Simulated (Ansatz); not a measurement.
WC in space group P-6m2 (No. 187; W on 1a, C on 1f) at seven volumes, LDA in the plane-wave PAW code Ansatz, shape and atoms relaxed at each. One row is withheld.

```
V (Å³/atom)  P (GPa)
-----------  -------
9.217          48.57
9.520          29.76
9.824          13.70
10.128          0.00
10.432        -11.71
10.736             ?
11.040        -30.21
```

Task: Fit the shown pressures and predict the withheld one.

Result: Third-order Birch–Murnaghan: P = (3/2)B₀(x^(7/2) − x^(5/2))[1 + (3/4)(B′ − 4)(x − 1)] with x = (V₀/V)^(2/3). Least squares on the six rows gives V₀ = 10.128 Å³/atom, B₀ = 421.1 GPa, B′ = 4.28. At V = 10.736, x = 0.9619 and P = -21.67 GPa. The run itself gave -21.70 GPa.

Symmetry was held in the LDA relaxation. No spin polarisation was allowed. Scalar-relativistic: spin–orbit coupling is off unless named, which matters more the heavier the elements.

Potentials: the earlier of the program's two PAW sets. The files were generated under PBE; for other functionals the program regenerates the frozen cores, and for LDA and PBEsol the local potential too.
